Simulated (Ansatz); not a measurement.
CaSe:
Space group Fm-3m (No. 225); a = b = c = 5.8684 Å, α = β = γ = 90.00°

| atom | site | symmetry | x | y | z |
|---|---|---|---|---|---|
| Ca | 4a | m-3m | 0.0000 | 0.0000 | 0.0000 |
| Se | 4b | m-3m | 0.5000 | 0.5000 | 0.5000 |
(The calculation used a cell of 2 atoms; values per cell refer to that cell.)

Relaxed with PBEsol. 

Task: HSE06 on this cell (Ansatz, a first-principles code, PAW) gives a gap of 2.91 eV. What does PBEsol give?

Result: 1.88 eV.

Cost on shared cores: the PBEsol run (SCF on a 8×8×8 mesh, then bands and DOS) about 12 core-seconds (a rough figure), the HSE06 run (SCF on 6×6×6, then a few points) very roughly 2.3 core-minutes; the tasks are unlike.

Symmetry was held in the PBEsol relaxation. Scalar-relativistic: spin–orbit coupling is off unless named, which matters more the heavier the elements.

Potentials: the later of the program's two PAW sets.

Ansatz is a plane-wave DFT program.
